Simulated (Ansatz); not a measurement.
# Structures of Tl₂Re: which is lowest?

Plane-wave DFT in Ansatz with scalar-relativistic PAW potentials, cutoff 420 eV, Γ-centred meshes chosen by cell and gap, Gaussian smearing with energies taken to zero width. Every cell was relaxed (cell and atoms) in a run of its own, within the symmetry of its start. Functional: PBE.

Relaxed structures (starts from databases or built by putting these elements on another compound's sites):
A. P6/mmm, 3 atoms in the computed cell, a = 5.168 Å, c = 2.834 Å; sites (symmetry × multiplicity) Tl -6m2 × 2, Re 6/mmm × 1; start: built
B. P4_2/mnm, 6 atoms in the computed cell, a = 7.378 Å, c = 2.926 Å; sites (symmetry × multiplicity) Tl m.2m × 4, Re m.mm × 2; start: built

Task: Rank them by energy. Could pressure change the order?

Result:
```csv
structure,group,E − E(lowest) (meV/atom),V (Å³/atom),gap on mesh (eV)
B,P4_2/mnm,0.0,26.55,0.00
A,P6/mmm,428,21.85,0.00
```

B is lowest, 428 meV/atom under A. A is denser by 4.70 Å³/atom, so pressure favours it: ΔE/ΔV, with ΔE in eV and 1 eV/Å³ = 160.2 GPa, gives about 15 GPa for equal enthalpy if both cells were rigid, a rough figure since the two compress differently. Other structures may lie lower than all of these, and vibrations aren't counted.

Spin-orbit coupling is left out, which matters for the bands of heavy elements. For Tl, Pb and Bi spin-orbit coupling shifts energies too.